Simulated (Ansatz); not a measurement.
InP (zinc blende, space group No. 216), a = 5.9072 Å, b = 5.9072 Å, c = 5.9072 Å, α = 90.00°, β = 90.00°, γ = 90.00°; the cell used has 2 atoms.

Relaxed with r²SCAN.

Question: Tabulate the valence density and the electron localisation function along the shortest In–P contact (2.56 Å), r²SCAN (plane waves, PAW; program Ansatz).

Answer: 

```csv
distance from In (Å),density (e/Å³),ELF
0.26,8.79,0.00
0.38,6.86,0.02
0.51,4.86,0.07
0.64,3.04,0.14
0.77,1.61,0.20
0.90,0.78,0.21
1.02,0.51,0.22
1.15,0.45,0.33
1.28,0.44,0.57
1.41,0.49,0.79
1.53,0.58,0.88
1.66,0.68,0.90
1.79,0.76,0.89
1.92,0.77,0.81
2.05,0.64,0.54
2.17,0.43,0.15
2.30,0.21,0.00
```

The density is the valence pseudo-density with augmentation charge, so density and ELF within about 1 Å of a nucleus are not all-electron values.

Space group F-43m (zinc blende). The r²SCAN relaxation kept the symmetry of its start; of distortions, only those at the zone centre were tested.

Potentials: the earlier of the program's two PAW sets.
